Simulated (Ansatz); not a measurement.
SnC (rock salt, Fm-3m) at seven volumes, the program Ansatz at the PBE level (PAW), scaled uniformly. One row is withheld.

```tsv
V (Å³/atom)	P (GPa)
12.567	15.54
12.982	9.46
13.396	4.26
13.810	0.00
14.224	-3.61
14.639	?
15.053	-9.21
```

Question: Fit the shown pressures and predict the withheld one.

Answer: P = (3/2)B₀(x^(7/2) − x^(5/2))[1 + (3/4)(B′ − 4)(x − 1)] with x = (V₀/V)^(2/3). Least squares on the six rows gives V₀ = 13.810 Å³/atom, B₀ = 131 GPa, B′ = 4.81. At V = 14.639, x = 0.9619 and P = -6.64 GPa. The run itself gave -6.76 GPa.

The cell is a constructed one: a structure type filled with these elements; neither database checked (COD, Materials Project) lists it. Whether it is the stable phase at ambient conditions was not checked. The PBE relaxation kept the symmetry of its start; whether a distortion lowers the energy is not shown. Spin–orbit coupling is left out wherever it is not named.

Potentials: the earlier of the program's two PAW sets.
